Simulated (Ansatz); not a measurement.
The end point of a relaxation of Hf3N4. Space group I-43d (No. 220). All values below come from PBE (plane waves to 420 eV, PAW, scalar-relativistic; Ansatz, a first-principles code).

Space group I-43d (No. 220); a = 6.734 Å, b = 6.734 Å, c = 6.734 Å, α = 90.00°, β = 90.00°, γ = 90.00°

```
atom  site  symmetry       x       y       z
----  ----  --------  ------  ------  ------
Hf     12a      -4..  0.0000  0.2500  0.3750
N      16c       .3.  0.0665  0.0665  0.0665
```
(The calculation used a cell of 14 atoms; values per cell refer to that cell.)

```json
{
 "volume_per_atom": "10.91 Å³",
 "density": "12.87 g/cm³",
 "band_gap": "1.04 eV, direct at Γ (no spin-orbit coupling)",
 "shortest_distances": "Hf–N 2.21 Å; N–N 2.63 Å; Hf–Hf 3.15 Å",
 "k-mesh": "6×6×6"
}
```

Band energies at high-symmetry points (eV from the VBM; labels of this space group; no spin-orbit coupling), from −5 eV up to 4.8 eV:

```
point                                                                                                                                                                             energies
-----  -----------------------------------------------------------------------------------------------------------------------------------------------------------------------------------
Γ                                   -4.87 -4.87 -4.70 -3.36 -3.36 -3.36 -2.76 -2.76 -2.76 -2.56 -1.67 -1.67 -1.67 -1.34 -1.34 -1.34 0.00 0.00 0.00 1.04 1.04 1.74 1.74 1.74 3.78 3.78 3.78
H                  -4.47 -4.47 -4.47 -4.47 -4.47 -4.47 -2.53 -2.53 -2.53 -2.53 -2.53 -2.53 -1.86 -1.86 -0.54 -0.54 -0.54 -0.54 3.63 3.63 3.63 3.63 3.63 3.63 4.20 4.20 4.77 4.77 4.77 4.77
N                -4.46 -4.46 -4.19 -4.19 -3.96 -3.96 -3.69 -3.69 -2.89 -2.89 -2.51 -2.51 -2.33 -2.33 -2.00 -2.00 -1.62 -1.62 -0.82 -0.82 2.49 2.49 2.62 2.62 3.48 3.48 4.12 4.12 4.51 4.51
P      -4.55 -4.55 -4.29 -4.29 -3.78 -3.78 -3.78 -3.78 -2.81 -2.81 -2.72 -2.72 -2.72 -2.72 -1.77 -1.77 -1.77 -1.77 -1.41 -1.41 2.71 2.71 3.14 3.14 3.14 3.14 3.60 3.60 4.47 4.47 4.47 4.47
```

No spin polarisation in the result.

The run could not lose the symmetry of its start.

The first start was generated by placing the elements on the sites of a structure type. A measured structure of Hf3N4 has the same space group, I-43d (No. 220); the sites were not compared with it.
